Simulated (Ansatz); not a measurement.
**Ta$_{2}$Si: from a starting cell to a relaxed one**

The relaxed structure here is a generated cell of Ta2Si: the first start was made by placing the elements on the sites of a structure type, and the end was not matched to a known phase here, so it may be hypothetical.

The start is a generated trial cell of Ta2Si in the AFLOW prototype A2B_cP6_224_b_a (C3, as in Cu2O). A full variable-cell relaxation at zero pressure is run with r2SCAN (plane waves to 500 eV, PAW, scalar-relativistic; Ansatz, a program for electronic structure). First-step values are on the input's coarse k-mesh.

Ansatz input (later rounds restart from its end on a renewed k-mesh):
Ansatz 0.2 input:
```yaml
crystal:
  lattice:
    - [4.643439, 0, 0]
    - [0, 4.643439, 0]
    - [0, 0, 4.643439]
  atoms:
    - { symbol: Ta, position: [0.75, 0.75, 0.75] }
    - { symbol: Ta, position: [0.75, 0.25, 0.25] }
    - { symbol: Ta, position: [0.25, 0.75, 0.25] }
    - { symbol: Ta, position: [0.25, 0.25, 0.75] }
    - { symbol: Si, position: [0, 0, 0] }
    - { symbol: Si, position: [0.5, 0.5, 0.5] }
basis: { ecutwfc: 500, ecutrho_ratio: 4, xc_grid: 4, fft_grid_basis: typed }
kpoints: { mp_grid: { grid: [5, 5, 5] } }
hamiltonian:
  xc: r2scan
  dispersion: none
  pseudopotentials: { kind: paw }
scf: { occupations: { method: fermi_dirac, width: 0.05 } }
relax: { f_tol: 0.01, max_steps: 100, cell: { stress_tol: 0.02 } }
output: { forces: true, stress: true }
```

By how much does the energy per atom fall from start to end?

About 1.2 eV/atom.

How does the volume per atom move from start to end?

+44.4 %, from 16.69 to 24.09 Å³/atom.

What band gap does the relaxed structure have at this level?

No gap (metallic).

Write out the relaxed structure.


Space group Pn-3m, origin choice 1 (No. 224); a = 5.248 Å, b = 5.248 Å, c = 5.248 Å, α = 90.00°, β = 90.00°, γ = 90.00°

| atom | site | symmetry | x | y | z |
|---|---|---|---|---|---|
| Ta | 4c | .-3m | 0.7500 | 0.7500 | 0.7500 |
| Si | 2a | -43m | 0.0000 | 0.0000 | 0.0000 |

The space group stays Pn-3m (No. 224) (the run could not lower it); the end is AFLOW prototype A2B_cP6_224_b_a (C3, as in Cu2O), with 6 atoms in the primitive cell. Final values are on a 9×9×9 k-mesh of the relaxed cell. The start holds a very short contact (Si–Ta 2.01 Å). No spin polarisation in the result.

The run could not lose the symmetry of its start, so the end can be a saddle point.

All atoms sit on sites fixed by symmetry, so only the cell could relax.
